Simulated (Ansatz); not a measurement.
## P (omega (AlB2-type)): energy against volume

All numbers below come from Ansatz 0.2.0, DFT, PBEsol, plane waves (420 eV) with PAW, scalar-relativistic. (PAW data from PBE, frozen cores regenerated.)

The cell is scaled uniformly from the relaxed one, with fractional coordinates and shape fixed. Energies are extrapolated to zero smearing, pressures are those at the given smearing. Magnetic state: spin not included.

A Birch-Murnaghan fit gives V₀ = 13.80 Å³/atom, B₀ = 109 GPa, B₀′ = 3.7.

Question: What are the energy above the minimum and the pressure at 12.705 Å³/atom?

Answer: 33.6 meV/atom and 10.58 GPa as computed.

Question: What are the energy above the minimum and the pressure at 14.914 Å³/atom?

Answer: 27.3 meV/atom and -7.19 GPa as computed.

Question: What are the energy above the minimum and the pressure at 15.466 Å³/atom?

Answer: 57.3 meV/atom and -9.82 GPa as computed.
